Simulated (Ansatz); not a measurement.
Input:

GaPt3:
```cif
data_GaPt3
_chemical_formula_sum 'Ga1 Pt3'
_space_group_name_H-M_alt 'Pm-3m'
_space_group_IT_number 221
_space_group_name_Hall '-P 4 2 3'
_cell_length_a 3.90795
_cell_length_b 3.90795
_cell_length_c 3.90795
_cell_angle_alpha 90.000
_cell_angle_beta 90.000
_cell_angle_gamma 90.000
loop_
_atom_site_label
_atom_site_type_symbol
_atom_site_symmetry_multiplicity
_atom_site_Wyckoff_symbol
_atom_site_fract_x
_atom_site_fract_y
_atom_site_fract_z
_atom_site_occupancy
Ga1 Ga 1 a 0.00000 0.00000 0.00000 1
Pt1 Pt 3 c 0.00000 0.50000 0.50000 1
```

This is the r²SCAN-relaxed structure.

### Question
All from DFT-r²SCAN in the program Ansatz with PAW potentials, unless another level is named. Predict the Poisson's ratio.

### Answer
0.34.

### Question
Predict the elastic constants (relaxed ions, GPa).

### Answer
C11 = 333, C12 = 193, C44 = 102.

The workflow started from a Materials Project entry (that database holds measured and hypothetical structures alike); the Crystallography Open Database copy checked does not list it. COD files the formula under space group No. 127. Whether it is the stable phase at ambient conditions was not checked. The r²SCAN relaxation kept the symmetry of its start; whether a distortion lowers the energy is not shown. No spin polarisation was allowed. As this level gives no gap, shear constants depend on the k-mesh and smearing (Fermi–Dirac, 0.1 eV here). Spin–orbit coupling is left out wherever it is not named.

Potentials: the later of the program's two PAW sets.
